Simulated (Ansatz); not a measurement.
An Ansatz (a quantum-chemistry and plane-wave program) run. Input:

Ansatz 0.2 input:
```yaml
crystal:
  lattice:
    - [3.1541029154, 0.0, 0.0]
    - [-1.5770514577, 2.7315332509, 0.0]
    - [0.0, 0.0, 7.598922335]
  atoms:
    - { symbol: Ga, position: [0.6666666667, 0.3333333333, 0.25] }
    - { symbol: Ga, position: [0.3333333333, 0.6666666667, 0.75] }
    - { symbol: N, position: [0.0, 0.0, 0.75] }
    - { symbol: N, position: [0.0, 0.0, 0.25] }
kpoints:
  mp_grid: { grid: [10, 10, 4] }
hamiltonian:
  xc: lda
  pseudopotentials: { azcp: { folder: ./paw }, kind: paw }
scf:
  occupations: { method: fixed }
elastic: { mode: relaxed_ion, stencil: two_point, amplitude: 0.005, f_tol: 0.0005 }
```

Output (shortened):

```
Pseudopotential: Ga, paw, valence charge 13
Pseudopotential: N, paw, valence charge 5
Functional definition: SPW92
Crystal: 4 atoms, lattice volume = 65.469 Å³
Basis set: ecut = 420 eV, 1261 PW (Γ)
Bands: 22, of which v1, the nominal top of the filled ones, is band 18 counted from 1 (17 counted from 0)
Symmetry: 24 space group operations
Space group: P63/mmc (ITA 194), of the structure as read, at distance tolerance 4.0e-5 Å
k-points: 42 of 400
SCF 1 converged in 13 iterations: F = -8162.293792 eV  dr2 = 7.62e-14
Crystal: 4 atoms, lattice volume = 65.141 Å³
Symmetry: 8 space group operations
k-points: 93 of 400
SCF 2 converged in 11 iterations: F = -8162.291373 eV  dr2 = 4.08e-14
relax step   1: F+E_penalty+E_count = -8162.29137322 eV  Δ(F+E_penalty+E_count) = +0.000e0 eV  max|allowed force component| = 9.566e-2 eV/Å  Δτ_max = 0.0000 Å  (11 SCF iters, accepted)
Crystal: 4 atoms, lattice volume = 65.141 Å³
SCF 3 converged in 10 iterations: F = -8162.291592 eV  dr2 = 2.62e-15
relax step   2: F+E_penalty+E_count = -8162.29159238 eV  Δ(F+E_penalty+E_count) = -2.192e-4 eV  max|allowed force component| = 6.475e-2 eV/Å  Δτ_max = 0.0036 Å  (10 SCF iters, accepted)
Crystal: 4 atoms, lattice volume = 65.141 Å³
SCF 4 converged in 11 iterations: F = -8162.292143 eV  dr2 = 2.12e-14
relax step   3: F+E_penalty+E_count = -8162.29214286 eV  Δ(F+E_penalty+E_count) = -5.505e-4 eV  max|allowed force component| = 3.329e-2 eV/Å  Δτ_max = 0.0314 Å  (11 SCF iters, accepted)
Crystal: 4 atoms, lattice volume = 65.141 Å³
SCF 5 converged in 14 iterations: F = -8162.296605 eV  dr2 = 3.09e-15
relax step   4: F+E_penalty+E_count = -8162.29660454 eV  Δ(F+E_penalty+E_count) = -4.462e-3 eV  max|allowed force component| = 4.880e-1 eV/Å  Δτ_max = 0.1967 Å  (14 SCF iters, accepted)
Crystal: 4 atoms, lattice volume = 65.141 Å³
SCF 6 converged in 14 iterations: F = -8162.301439 eV  dr2 = 4.71e-15
relax step   5: F+E_penalty+E_count = -8162.30143908 eV  Δ(F+E_penalty+E_count) = -4.835e-3 eV  max|allowed force component| = 7.959e-1 eV/Å  Δτ_max = 0.1979 Å  (14 SCF iters, accepted)
Crystal: 4 atoms, lattice volume = 65.141 Å³
SCF 7 converged in 13 iterations: F = -8162.326899 eV  dr2 = 3.10e-14
relax step   6: F+E_penalty+E_count = -8162.32689877 eV  Δ(F+E_penalty+E_count) = -2.546e-2 eV  max|allowed force component| = 4.605e-1 eV/Å  Δτ_max = 0.1953 Å  (13 SCF iters, accepted)
Crystal: 4 atoms, lattice volume = 65.141 Å³
SCF 8 converged in 12 iterations: F = -8162.323204 eV  dr2 = 1.06e-14
relax step   7: F+E_penalty+E_count = -8162.32320434 eV  Δ(F+E_penalty+E_count) = +3.694e-3 eV  max|allowed force component| = 4.248e-1 eV/Å  Δτ_max = 0.1198 Å  (12 SCF iters, rejected (line search))
Crystal: 4 atoms, lattice volume = 65.141 Å³
SCF 9 converged in 12 iterations: F = -8162.335776 eV  dr2 = 5.47e-14
relax step   8: F+E_penalty+E_count = -8162.33577572 eV  Δ(F+E_penalty+E_count) = -8.877e-3 eV  max|allowed force component| = 4.580e-3 eV/Å  Δτ_max = 0.0510 Å  (12 SCF iters, accepted)
Crystal: 4 atoms, lattice volume = 65.141 Å³
SCF 10 converged in 12 iterations: F = -8162.336275 eV  dr2 = 7.08e-15
relax step   9: F+E_penalty+E_count = -8162.33627526 eV  Δ(F+E_penalty+E_count) = -4.995e-4 eV  max|allowed force component| = 6.185e-3 eV/Å  Δτ_max = 0.0664 Å  (12 SCF iters, accepted)
Crystal: 4 atoms, lattice volume = 65.141 Å³
SCF 11 converged in 9 iterations: F = -8162.336277 eV  dr2 = 1.74e-14
relax step  10: F+E_penalty+E_count = -8162.33627689 eV  Δ(F+E_penalty+E_count) = -1.626e-6 eV  max|allowed force component| = 2.449e-4 eV/Å  Δτ_max = 0.0009 Å  (9 SCF iters, accepted)
Crystal: 4 atoms, lattice volume = 65.141 Å³
SCF 12 converged in 2 iterations: F = -8162.336277 eV  dr2 = 7.81e-15
Crystal: 4 atoms, lattice volume = 65.796 Å³
Basis set: ecut = 420 eV, 1265 PW (Γ)
SCF 13 converged in 11 iterations: F = -8162.291425 eV  dr2 = 2.24e-14
relax step   1: F+E_penalty+E_count = -8162.29142511 eV  Δ(F+E_penalty+E_count) = +0.000e0 eV  max|allowed force component| = 9.025e-2 eV/Å  Δτ_max = 0.0000 Å  (11 SCF iters, accepted)
Crystal: 4 atoms, lattice volume = 65.796 Å³
SCF 14 converged in 9 iterations: F = -8162.291626 eV  dr2 = 9.95e-14
relax step   2: F+E_penalty+E_count = -8162.29162612 eV  Δ(F+E_penalty+E_count) = -2.010e-4 eV  max|allowed force component| = 6.114e-2 eV/Å  Δτ_max = 0.0036 Å  (9 SCF iters, accepted)
Crystal: 4 atoms, lattice volume = 65.796 Å³
SCF 15 converged in 11 iterations: F = -8162.292185 eV  dr2 = 2.43e-14
relax step   3: F+E_penalty+E_count = -8162.29218454 eV  Δ(F+E_penalty+E_count) = -5.584e-4 eV  max|allowed force component| = 3.337e-2 eV/Å  Δτ_max = 0.0317 Å  (11 SCF iters, accepted)
Crystal: 4 atoms, lattice volume = 65.796 Å³
SCF 16 converged in 14 iterations: F = -8162.301272 eV  dr2 = 4.11e-15
relax step   4: F+E_penalty+E_count = -8162.30127182 eV  Δ(F+E_penalty+E_count) = -9.087e-3 eV  max|allowed force component| = 4.540e-1 eV/Å  Δτ_max = 0.1956 Å  (14 SCF iters, accepted)
Crystal: 4 atoms, lattice volume = 65.796 Å³
SCF 17 converged in 14 iterations: F = -8162.332954 eV  dr2 = 4.40e-15
relax step   5: F+E_penalty+E_count = -8162.33295376 eV  Δ(F+E_penalty+E_count) = -3.168e-2 eV  max|allowed force component| = 6.189e-1 eV/Å  Δτ_max = 0.1950 Å  (14 SCF iters, accepted)
Crystal: 4 atoms, lattice volume = 65.796 Å³
SCF 18 converged in 14 iterations: F = -8162.374470 eV  dr2 = 4.35e-15
relax step   6: F+E_penalty+E_count = -8162.37446958 eV  Δ(F+E_penalty+E_count) = -4.152e-2 eV  max|allowed force component| = 6.498e-1 eV/Å  Δτ_max = 0.1907 Å  (14 SCF iters, accepted)
Crystal: 4 atoms, lattice volume = 65.796 Å³
SCF 19 converged in 12 iterations: F = -8162.419024 eV  dr2 = 7.54e-14
relax step   7: F+E_penalty+E_count = -8162.41902398 eV  Δ(F+E_penalty+E_count) = -4.455e-2 eV  max|allowed force component| = 1.897e-1 eV/Å  Δτ_max = 0.1933 Å  (12 SCF iters, accepted)
Crystal: 4 atoms, lattice volume = 65.796 Å³
SCF 20 converged in 14 iterations: F = -8162.422770 eV  dr2 = 2.88e-15
relax step   8: F+E_penalty+E_count = -8162.42276954 eV  Δ(F+E_penalty+E_count) = -3.746e-3 eV  max|allowed force component| = 2.412e-1 eV/Å  Δτ_max = 0.1955 Å  (14 SCF iters, accepted)
Crystal: 4 atoms, lattice volume = 65.796 Å³
SCF 21 converged in 11 iterations: F = -8162.426526 eV  dr2 = 5.01e-14
relax step   9: F+E_penalty+E_count = -8162.42652589 eV  Δ(F+E_penalty+E_count) = -3.756e-3 eV  max|allowed force component| = 4.585e-3 eV/Å  Δτ_max = 0.0492 Å  (11 SCF iters, accepted)
Crystal: 4 atoms, lattice volume = 65.796 Å³
SCF 22 converged in 11 iterations: F = -8162.426678 eV  dr2 = 3.57e-15
relax step  10: F+E_penalty+E_count = -8162.42667799 eV  Δ(F+E_penalty+E_count) = -1.521e-4 eV  max|allowed force component| = 1.383e-3 eV/Å  Δτ_max = 0.0142 Å  (11 SCF iters, accepted)
Crystal: 4 atoms, lattice volume = 65.796 Å³
SCF 23 converged in 10 iterations: F = -8162.426694 eV  dr2 = 1.55e-14
relax step  11: F+E_penalty+E_count = -8162.42669440 eV  Δ(F+E_penalty+E_count) = -1.641e-5 eV  max|allowed force component| = 4.460e-4 eV/Å  Δτ_max = 0.0047 Å  (10 SCF iters, accepted)
Crystal: 4 atoms, lattice volume = 65.796 Å³
SCF 24 converged in 2 iterations: F = -8162.426694 eV  dr2 = 6.55e-15
Crystal: 4 atoms, lattice volume = 65.141 Å³
SCF 25 converged in 10 iterations: F = -8162.293687 eV  dr2 = 8.88e-15
Crystal: 4 atoms, lattice volume = 65.796 Å³
SCF 26 converged in 7 iterations: F = -8162.293684 eV  dr2 = 6.46e-14
Crystal: 4 atoms, lattice volume = 65.468 Å³
Symmetry: 4 space group operations
k-points: 117 of 400
SCF 27 converged in 10 iterations: F = -8162.293811 eV  dr2 = 3.41e-14
relax step   1: F+E_penalty+E_count = -8162.29381066 eV  Δ(F+E_penalty+E_count) = +0.000e0 eV  max|allowed force component| = 8.208e-5 eV/Å  Δτ_max = 0.0000 Å  (10 SCF iters, accepted)
Crystal: 4 atoms, lattice volume = 65.468 Å³
SCF 28 converged in 2 iterations: F = -8162.293811 eV  dr2 = 1.09e-14
Crystal: 4 atoms, lattice volume = 65.468 Å³
SCF 29 converged in 10 iterations: F = -8162.293811 eV  dr2 = 3.43e-14
relax step   1: F+E_penalty+E_count = -8162.29381066 eV  Δ(F+E_penalty+E_count) = +0.000e0 eV  max|allowed force component| = 8.208e-5 eV/Å  Δτ_max = 0.0000 Å  (10 SCF iters, accepted)
Crystal: 4 atoms, lattice volume = 65.468 Å³
SCF 30 converged in 2 iterations: F = -8162.293811 eV  dr2 = 1.11e-14
2 of the elastic batch's strained cells closed on another state than the unstrained crystal's, so that the constants are between two states. The farthest is the member of strain η1, δ = -5.0e-3: the two states' filled orbitals part by 1.000, averaged over the …
WARN: C11 and the rest of its column (C11 to C61, from strain 11), every constant that the crystal's symmetry builds from them, which can be the whole tensor …
SCF converged after 13 iterations
Free energy (F): -8162.293792 eV
Harris-Foulkes:  -8162.293792 eV  (|F-HF|=2.73e-12)
Internal energy: -8162.293792 eV  (E = F + TS)
E sigma→0 (E₀):  -8162.293792 eV
Fermi energy:    4.831867 eV
--- Per-component energies (eV) ---
  E_band       = -188.113474
  E_kinetic    = 479.419004
  E_local      = -4030.537025  (includes V_loc(G=0)·N_el)
  E_nonlocal   = -105.732975
  E_hartree    = 2300.217179
  E_xc         = -241.310715
  E_vxc        = -259.603934  (∫ρ·V_xc dr)
  E_paw        = -4074.414768  (= ΣΔE_a)
  E_vpaw       = -872.094058  (= ΣTr[D̂ρ^β])
  E_aug_tail   = 0.001141  (compensation charges beyond the density's cutoff)
  E_ewald      = -2493.552683
  E_core_change = 3.617051  (= ΣΔE_core)
  E_smearing   =  0.000000  (= −TS)
  E_closure    = 0.000000  (closes the sum)
  Σ components = -8162.293792   (vs F -8162.293792, Δ=0.00e0)
--- Forces (eV/Å), atoms counted from 1 ---
  atom   1  Ga     0.00000000     0.00000000     0.00000000
  atom   2  Ga     0.00000000     0.00000000     0.00000000
  atom   3  N      0.00000000     0.00000000     0.00000000
  atom   4  N      0.00000000     0.00000000     0.00000000
  max |Σ_I F_I| component: 3.70e-17 eV/Å
--- Stress (GPa, compression-positive) ---
       -0.001790       0.000000       0.000000
        0.000000      -0.001790       0.000000
        0.000000       0.000000      -0.009181
  P = ⅓ Tr σ = -0.0043 GPa (-0.043 kbar)
--- Band table (eV; the first three rows and the last of 42) ---
  k-point 0: bands = ["-10.9798", "-10.9145", "-9.0048", "-9.0048", "-9.0037", "-9.0037", "-8.6605", "-8.6605", "-8.6579", "-8.6579", "-8.0047", "-7.8418", "0.8234", "2.6791", "4.2551", "4.2551", "4.2945", "4.2945", "6.1003", "8.4186", "10.4274", "12.9021"]
  k-point 1: bands = ["-10.9701", "-10.9240", "-9.0047", "-9.0047", "-9.0039", "-9.0039", "-8.6601", "-8.6601", "-8.6583", "-8.6583", "-7.9826", "-7.8675", "1.0339", "2.3060", "4.2606", "4.2606", "4.2886", "4.2886", "6.4914", "8.0433", "10.7951", "12.3548"]
  k-point 2: bands = ["-10.9469", "-10.9469", "-9.0043", "-9.0043", "-9.0043", "-9.0043", "-8.6592", "-8.6592", "-8.6592", "-8.6592", "-7.9269", "-7.9269", "1.6006", "1.6006", "4.2746", "4.2746", "4.2746", "4.2746", "7.2803", "7.2803", "11.5369", "11.5369"]
  k-point 41: bands = ["-10.1709", "-10.1709", "-8.8988", "-8.8988", "-8.7831", "-8.7831", "-8.7172", "-8.7172", "-8.6527", "-8.6527", "-6.2958", "-6.2958", "-1.2501", "-1.2501", "0.1799", "0.1799", "4.4073", "4.4073", "9.3503", "9.3503", "11.5635", "11.5635"]…
--- Elastic constants: 3 strain directions × 2 members + reference (group order 24) ---
  dense FFT box of the reference and of every strained cell: 24×24×54
  strains applied: 11, 33, 23; error gains …
  C = ∂σ_k/∂η_j (tension-positive GPa; Voigt order 11 22 33 23 13 12):
       278.328    150.130     -0.477      0.000      0.000      0.000
       150.130    278.328     -0.477      0.000      0.000      0.000
       188.511    188.511     14.049      0.000      0.000      0.000
         0.000      0.000      0.000     -5.503      0.000      0.000
         0.000      0.000      0.000      0.000     -5.503      0.000
         0.000      0.000      0.000      0.000      0.000     64.099
  reference stress σ⁰ (GPa):      0.002      0.002      0.009      0.000      0.000      0.000
  moduli (Voigt/Reuss/Hill, GPa): K = 138.56/-144.86/-3.15   G = 26.12/-12.39/6.87   E = 75.41   ν = 4.492
  mechanically stable: NO (min eigenvalue of sym C = -24.94 GPa)
  the cell is mechanically unstable, and its weakest contacts join parallel layers …
  the layer in its plane, per area (N/m: the tensor there times 7.5989 Å, the cell's volume per area …
    of the cell's 2 layers together, so a stiff one can hide an unstable one:
    C11 = 211.50   C22 = 211.50   C12 = 114.08   C66 = 48.71   C16 =  0.00   C26 = 0.00
  moduli of the layer (Voigt/Reuss/Hill, N/m): K = 162.79/162.79/162.79   G = 48.71/48.71/48.71   E = 149.96   ν = 0.539
  mechanically stable in its plane: yes (min eigenvalue of those constants = 48.71 N/m; a buckling out of the plane is not judged)
  harmonic check of the ions' relaxations: strain 11: 1 of 1 pair far from harmonic (see the warning)
  the stresses are not corrected for the forces that the relaxations left standing (`elastic.f_tol`)
  strain η (Voigt 11):  stress-route row diagonal C_11 = 278.33 GPa, energy-path curvature d²(F+E_count+ΔE)/dδ²/Ω₀ = -17171.32 GPa
         δ    σ_11 (GPa)             F (eV)   n_scf  n_hpsi   n_pw
    -5.000e-3      -1.8155       -8162.3362769       2   17047   1292   relax 10 steps, max|allowed force component| 2.45e-4 eV/Å
     5.000e-3       0.9678       -8162.4266944       2   16995   1305   relax 11 steps, max|allowed force component| 4.46e-4 eV/Å
  strain η (Voigt 33):  stress-route row diagonal C_33 = 14.05 GPa, energy-path curvature d²(F+E_count+ΔE)/dδ²/Ω₀ = 14.15 GPa
         δ    σ_33 (GPa)             F (eV)   n_scf  n_hpsi   n_pw
    -5.000e-3      -0.0635       -8162.2936870      10   21083   1292   relax 0 steps, max|allowed force component| 1.57e-16 eV/Å
     5.000e-3       0.0770       -8162.2936844       7   14534   1309   relax 0 steps, max|allowed force component| 2.59e-16 eV/Å
  strain η (Voigt 23):  stress-route row diagonal C_44 = -5.50 GPa, energy-path curvature d²(F+E_count+ΔE)/dδ²/Ω₀ = -5.43 GPa
         δ    σ_23 (GPa)             F (eV)   n_scf  n_hpsi   n_pw
    -5.000e-3       0.0275       -8162.2938107       2   21463   1302   relax 1 steps, max|allowed force component| 8.21e-5 eV/Å
     5.000e-3      -0.0275       -8162.2938107       2   21459   1302   relax 1 steps, max|allowed force component| 8.21e-5 eV/Å
```

Cost: around 2.7 core-minutes (rough) on shared cores.

Space group P6_3/mmc. The first step of the workflow began from a Materials Project structure, measured or hypothetical; the Crystallography Open Database copy checked does not list it. It is not the phase usual at ambient conditions (space group No. 186, 216). The LDA relaxation kept the symmetry of its start; phonons on a q-mesh show weakly imaginary modes. A crystal of weakly bound layers computed without a dispersion correction: the cell and the soft elastic constants depend strongly on that. Scalar-relativistic: spin–orbit coupling is off unless named, which matters more the heavier the elements.

Potentials: the earlier of the program's two PAW sets.

Ansatz is a plane-wave DFT program.
